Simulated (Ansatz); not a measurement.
Polymorphs of Ge, each relaxed with DFT-PBEsol in the program Ansatz with PAW potentials:

A: I4/mmm, a = b = 6.947 Å, c = 4.012 Å, α = β = γ = 90.00°

B: I4_132, a = 6.803 Å, b = 6.803 Å, c = 6.803 Å, α = 90.00°, β = 90.00°, γ = 90.00°

C: P4_32_12, a = b = 5.929 Å, c = 6.955 Å, α = β = γ = 90.00°

D: Fd-3m, a = 12.6856 Å, b = 12.6856 Å, c = 12.6856 Å, α = 90.00°, β = 90.00°, γ = 90.00°

E: Im-3m, a = 7.0064 Å, b = 7.0064 Å, c = 7.0064 Å, α = 90.00°, β = 90.00°, γ = 90.00°

F: P6_3/mmc, a = b = 4.0042 Å, c = 13.1453 Å, α = β = 90.00°, γ = 120.00°

Task: Put the candidates in order of energy per atom at 0 K, lowest first, for PBEsol.

Result: F (+0 meV/atom), A (+88 meV/atom), C (+107 meV/atom), E (+204 meV/atom), B (+967 meV/atom), D (+1042 meV/atom)

Task: Give each one's gap.

Result: A no gap; B no gap; C 0.40 eV; D no gap; E no gap; F no gap.

Typed or built starts, not in the databases checked: A; B. Not the usual ambient phase: A; B; C; D; E; F. Unstable at this level: B. All cells were relaxed under the symmetry of their starts (and spin orders); stability against distortions was not tested throughout. Spin–orbit coupling is left out wherever it is not named.

Energies hold the estimated change up to a 700 eV cutoff; steps of a few meV lie near the error of the meshes.

Potentials: the later of the program's two PAW sets.
